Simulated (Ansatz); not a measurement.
# Sr (bcc): energy against volume

Theory: Ansatz 0.2.0, DFT, LDA (PW92), plane waves (420 eV) with PAW, scalar-relativistic. The PAW files were generated under PBE, with cores re-solved for the functional.

The cell is scaled uniformly from the relaxed one, with fractional coordinates and shape fixed. Energies are extrapolated to zero smearing, pressures are those at the given smearing. Magnetic state: spin not included.

A Birch-Murnaghan fit gives V₀ = 47.66 Å³/atom, B₀ = 13.8 GPa, B₀′ = 3.3.

Problem. What are the energy above the minimum and the pressure at 45.919 Å³/atom?

Solution. 2.9 meV/atom and 0.61 GPa as computed.

Problem. What are the energy above the minimum and the pressure at 49.746 Å³/atom?

Solution. 3.7 meV/atom and -0.48 GPa as computed.

Problem. What are the energy above the minimum and the pressure at 53.572 Å³/atom?

Solution. 26.7 meV/atom and -1.25 GPa as computed.
